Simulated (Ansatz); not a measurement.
Consider the following.

LaSi$_{2}$Ru:
```
CELL_PARAMETERS angstrom
      4.54376     0.00000     0.00000
      0.00000     4.11590     0.00000
     -1.84356     0.00000     8.18310
ATOMIC_POSITIONS crystal
  La 0.09207 0.75000 0.20159
  La 0.90793 0.25000 0.79841
  Si 0.82966 0.75000 0.50637
  Si 0.17034 0.25000 0.49363
  Si 0.53814 0.25000 0.09218
  Si 0.46186 0.75000 0.90782
  Ru 0.62001 0.25000 0.38944
  Ru 0.37999 0.75000 0.61056
```

This is the r²SCAN-relaxed structure.

Question: All from the program Ansatz at the r²SCAN level (PAW), unless another level is named. Estimate the electronic character.

Answer: metallic (no gap).

Question: Give the density of states at the Fermi level.

Answer: 0.45 states/eV per atom (mean over ±0.08 eV).

Question: Next, the formation energy from the elements (no fitted shifts)?

Answer: -0.88 eV/atom.

Space group P2_1/m. The workflow started from a Materials Project entry (that database holds measured and hypothetical structures alike); the Crystallography Open Database copy checked does not list it. Its standing as an ambient phase is unchecked. The cell was relaxed with r²SCAN under the symmetry of its start; its stability against distortions is not shown here. No spin polarisation was allowed. The references are the lowest solids computed at this level, not always the standard phases. Spin–orbit coupling is left out wherever it is not named.

Potentials: the later of the program's two PAW sets.
